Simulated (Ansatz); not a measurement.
SiO$_{2}$:
Space group I-43m (No. 217); a = 8.7734 Å, b = 8.7734 Å, c = 8.7734 Å, α = 90.00°, β = 90.00°, γ = 90.00°

```
atom  site  symmetry       x       y       z
----  ----  --------  ------  ------  ------
Si     12d      -4..  0.0000  0.2500  0.5000
O      24g       ..m  0.1452  0.1452  0.4595
```
(The calculation used a cell of 18 atoms; values per cell refer to that cell.)

Relaxed with r²SCAN.

**Question.** Tabulate the valence density and the electron localisation function along the shortest Si–O contact (1.61 Å), DFT-r²SCAN in the program Ansatz with PAW potentials.

**Answer.** 

```tsv
distance from Si (Å)	density (e/Å³)	ELF
0.16	0.12	0.33
0.24	0.15	0.22
0.32	0.21	0.20
0.40	0.29	0.25
0.48	0.41	0.38
0.56	0.56	0.55
0.64	0.76	0.70
0.72	0.98	0.79
0.81	1.26	0.84
0.89	1.61	0.85
0.97	2.07	0.85
1.05	2.69	0.83
1.13	3.52	0.79
1.21	4.54	0.71
1.29	5.68	0.60
1.37	6.82	0.46
1.45	7.82	0.32
```

The density is the valence pseudo-density with augmentation charge, so density and ELF within about 1 Å of a nucleus are not all-electron values.

The workflow started from a Materials Project entry (that database holds measured and hypothetical structures alike); the Crystallography Open Database copy checked does not list it. It is not the phase usual at ambient conditions (space group No. 92, 152, 154). The cell was relaxed with r²SCAN under the symmetry of its start; its stability against distortions is not shown here.

Potentials: the earlier of the program's two PAW sets. The files were generated under PBE; for other functionals the program regenerates the frozen cores, and for LDA and PBEsol the local potential too.
